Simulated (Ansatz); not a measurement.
Input:

Cu3Au (Cu3Au type)

```
Cu3Au
1.0
    3.78050     0.00000     0.00000
    0.00000     3.78050     0.00000
    0.00000     0.00000     3.78050
Cu Au
3 1
Cartesian
  0.00000   1.89025   1.89025
  1.89025   1.89025   0.00000
  1.89025   0.00000   1.89025
  0.00000   0.00000   0.00000
```

Equation-of-state scan: isotropic scaling of the cell above, V₀ being its volume. Symmetry pins the atoms to their sites.

Calculation: PBE (plane waves to 420 eV, PAW, scalar-relativistic; Ansatz, an electronic-structure program). k mesh 12×12×12 (Γ-centred), Fermi-Dirac smearing 0.05 eV. The energy includes the smearing's −TS. Stress and pressure are positive under compression. Cu3Au is run without spin polarisation. Cu3Au was relaxed with its symmetry unable to fall. Spin-orbit coupling is left out, though Au is heavy. ΔE is measured from the relaxed starting cell.

The scan covers V/V₀ from 0.840 to 1.160 in 13 points.

Question: What is the fitted pressure derivative B₀′?

Answer: 5.3.

Question: What bulk modulus B₀ follows from a third-order Birch-Murnaghan fit?

Answer: 142 GPa.

(A scan under strain: stresses follow from slopes of the energy per volume, elastic moduli from its curvatures.)
